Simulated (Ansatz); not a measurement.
**Is this Mg₅ZrN₂ structure a true minimum?**

The structure comes from a proposed guess, relaxed at this level; another structure or a mixture of phases may lie lower.

All numbers below come from Ansatz 0.2.0, DFT PBE, scalar-relativistic, plane waves, PAW. Cutoff 420 eV; k points 12×12×2 on the computed 8-atom cell (Γ-centred); Gaussian smearing, width 0.10 eV; no spin polarisation.

The cell below (8 atoms, space group P-6m2 (No. 187)) is relaxed within its symmetry.

```
Mg Zr N
1.0
     3.19334    0.00000    0.00000
    -1.59667    2.76551    0.00000
     0.00000    0.00000   15.53780
Mg Zr N
5 1 2
Direct
  0.66667 0.33333 0.16133
  0.66667 0.33333 0.83867
  0.00000 0.00000 0.66494
  0.66667 0.33333 0.50000
  0.00000 0.00000 0.33506
  0.00000 0.00000 0.00000
  0.33333 0.66667 0.08875
  0.33333 0.66667 0.91125
```

For the test it was strained at random (σ = 1.5 % a component), the atoms were moved at random (σ = 0.15 Å), and all was relaxed again on a coarse 6×6×2 mesh (in the run’s order of axes) with 0.20 eV smearing, with no symmetry imposed.

The cell is a metal run without spin; a magnetic state may lie lower.

Question: What happens?

Answer: It returns, within 2 meV/atom of the unmoved cell on that mesh and with the same symmetry when read at 0.1 Å (Cm at 0.01 Å, so small strains and shifts remain). No instability shows in this cell; modes of other wave vectors, which need another repeat, aren't tested.
